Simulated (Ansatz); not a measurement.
Here is the system:

ZnCu2SnS4:
```yaml
crystal:
  lattice:
    - [7.60702, 0.00000, 0.00000]
    - [0.00000, 6.61527, 0.00000]
    - [0.00000, 0.00000, 6.30423]
  atoms:
    - { symbol: Zn, position: [0.50000, 0.83395, 0.50120] }
    - { symbol: Zn, position: [0.00000, 0.16605, 0.00120] }
    - { symbol: Cu, position: [0.25073, 0.33166, 0.49655] }
    - { symbol: Cu, position: [0.24927, 0.66834, 0.99655] }
    - { symbol: Cu, position: [0.74927, 0.33166, 0.49655] }
    - { symbol: Cu, position: [0.75073, 0.66834, 0.99655] }
    - { symbol: Sn, position: [0.50000, 0.16394, 0.00064] }
    - { symbol: Sn, position: [0.00000, 0.83606, 0.50064] }
    - { symbol: S, position: [0.24318, 0.34461, 0.13368] }
    - { symbol: S, position: [0.25682, 0.65539, 0.63368] }
    - { symbol: S, position: [0.75682, 0.34461, 0.13368] }
    - { symbol: S, position: [0.74318, 0.65539, 0.63368] }
    - { symbol: S, position: [0.50000, 0.17101, 0.61339] }
    - { symbol: S, position: [0.00000, 0.82899, 0.11339] }
    - { symbol: S, position: [0.50000, 0.81773, 0.12942] }
    - { symbol: S, position: [0.00000, 0.18227, 0.62942] }
```

This is the r²SCAN-relaxed structure.

### Question
All from r²SCAN (plane waves, PAW; program Ansatz), unless another level is named. Give the hole effective mass.

### Answer
0.12, 1.7, 2.5 mₑ (principal values).

### Question
Predict the band gap.

### Answer
0.39 eV (direct).

### Question
What about the electron effective mass?

### Answer
0.10, 0.11, 0.13 mₑ (principal values).

### Question
Predict the formation energy from the elements (no fitted shifts).

### Answer
-0.57 eV/atom.

### Question
What about the weight of the valence-edge state by species (Voronoi cells)?

### Answer
Cu 54 %, S 42 %, Zn 2 %.

### Question
What about the weight of the conduction-edge state by species (Voronoi cells)?

### Answer
S 52 %, Sn 22 %, Cu 17 %, Zn 9 %.

Space group Pmn2_1. The first step of the workflow began from a Materials Project structure, measured or hypothetical; the Crystallography Open Database copy checked does not list it. With Zn and Sn taken as one species the cell has the higher symmetry Pmc2_1, so it may be an ordered model of a mixed-site phase. It is not the phase usual at ambient conditions (space group No. 82). The r²SCAN relaxation kept the symmetry of its start; whether a distortion lowers the energy is not shown. No spin polarisation was allowed. The references are the lowest solids computed at this level, not always the standard phases. Spin–orbit coupling is left out wherever it is not named.

Potentials: the later of the program's two PAW sets.
